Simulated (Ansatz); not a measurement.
Data:

ZnCdSeS:
Space group P3m1 (No. 156); a = b = 3.9605 Å, c = 6.6508 Å, α = β = 90.00°, γ = 120.00°

```csv
atom,site,symmetry,x,y,z
Zn,1b,3m.,0.3333,0.6667,0.9893
Cd,1a,3m.,0.0000,0.0000,0.5196
Se,1b,3m.,0.3333,0.6667,0.3511
S,1a,3m.,0.0000,0.0000,0.8920
```

This is the LDA-relaxed structure.

All from LDA in the plane-wave PAW code Ansatz, unless another level is named. Predict the electron effective mass.

0.085, 0.085, 0.11 mₑ (principal values).

Next, the valence-band maximum?

at Γ.

Predict the weight of the conduction-edge state by species (Voronoi cells).

Zn 37 %, S 25 %, Cd 24 %, Se 13 %.

The first step of the workflow began from a Materials Project structure, measured or hypothetical; the Crystallography Open Database copy checked does not list it. Its standing as an ambient phase is unchecked. Symmetry was held in the LDA relaxation; of distortions, only those at the zone centre were tested. Spin–orbit coupling is left out wherever it is not named.

Potentials: the later of the program's two PAW sets.

Edges and masses are those of Kohn–Sham bands, whose gap is no quasiparticle gap.
